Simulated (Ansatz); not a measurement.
# How Be (P6_3/mmc) stiffens under pressure

```
Be
1.0
     2.22805    0.00000    0.00000
    -1.11403    1.92955    0.00000
     0.00000    0.00000    3.51249
Be
2
Direct
  0.33333 0.66667 0.25000
  0.66667 0.33333 0.75000
```

This is the zero-pressure cell. At each pressure cell and atoms are relaxed in this structure, and the constants are slopes of the stress at strains of ±0.005 with relaxed ions (the coefficients that govern stability under load). Level: LDA, PAW on Ansatz 0.2.0's default frozen-core files (fitted under PBE), scalar-relativistic; k mesh 24×24×14, strains of ±0.005, Fermi-Dirac smearing of 0.080 eV, cutoff 420 eV. P is the pressure of the relaxed cell, less that of this one.

| P (GPa) | V/V₀ | C11 (GPa) | C12 (GPa) | C13 (GPa) | C33 (GPa) | C44 (GPa) |
| --- | --- | --- | --- | --- | --- | --- |
| 0.00 | 1.0000 | 296.0 | 69.3 | 11.5 | 407.5 | 176.9 |
| 1.02 | 0.9923 | 301.6 | 72.6 | 12.8 | 415.3 | 179.0 |
| 2.03 | 0.9850 | 307.1 | 75.8 | 14.0 | 423.1 | 181.0 |
| 4.01 | 0.9713 | 317.6 | 82.1 | 16.4 | 437.9 | 184.9 |
| 7.00 | ? | ? | ? | ? | ? | ? |
| 9.99 | 0.9342 | 348.4 | 100.4 | 24.0 | 481.1 | 195.9 |
| 15.02 | 0.9071 | 373.3 | 115.3 | 30.7 | 515.6 | 204.5 |

Q: Does the bulk modulus from the constants agree with the pressure-volume curve?

A: A third-order Birch-Murnaghan fit to the volumes shown (F against f, f = [(V₀/V)^(2/3) − 1]/2) gives B₀ = 130.9 GPa and B′ = 3.4. Its −V dP/dV stands beside the Reuss value 1/ΣS_ij (i, j ≤ 3):

```csv
P (GPa),from P(V),from the constants
0.00,130.9,131.0
1.02,134.3,134.4
2.03,137.7,137.7
4.01,144.2,144.2
9.99,163.3,163.3
15.02,178.8,179.0
```

Q: What are the pressure derivatives at zero pressure?

A: Slopes at V₀ of quadratic fits in −ln(V/V₀) through the first four rows shown, divided by B₀: dC11/dP = 5.5, dC12/dP = 3.2, dC13/dP = 1.2, dC33/dP = 7.8, dC44/dP = 2.1. The mean slopes up to 2.0 GPa are 5.4, 3.2, 1.2, 7.7, 2.0; curvature and scatter of the constants part the two.

Q: Fill the row at 7.00 GPa.

A: Cubic fits in −ln(V/V₀) through all rows shown give C11 = 333.1, C12 = 91.3, C13 = 20.2, C33 = 459.8, C44 = 190.5 GPa. Computed: V/V₀ = 0.9519, C11 (GPa) = 333.2, C12 (GPa) = 91.3, C13 (GPa) = 20.2, C33 (GPa) = 459.8, C44 (GPa) = 190.5.

Q: Does a shear stiffness soften?

A: C44 goes from 176.9 to 204.5 GPa; (C11 − C12)/2 goes from 113.4 to 129.0 GPa. Neither ends more than 3 % under its start, and the lattice stays mechanically stable over this range.

Keep in mind: no other phase was computed; many crystals of this kind change structure within this range, and rows or crossings beyond such a change describe a metastable lattice; frozen-core PAW files fitted under PBE, their cores solved anew for the functional of the run; responses of metals move with mesh and smearing; elastic stability says nothing of phonons or of other phases; phonons weren't checked at these pressures.
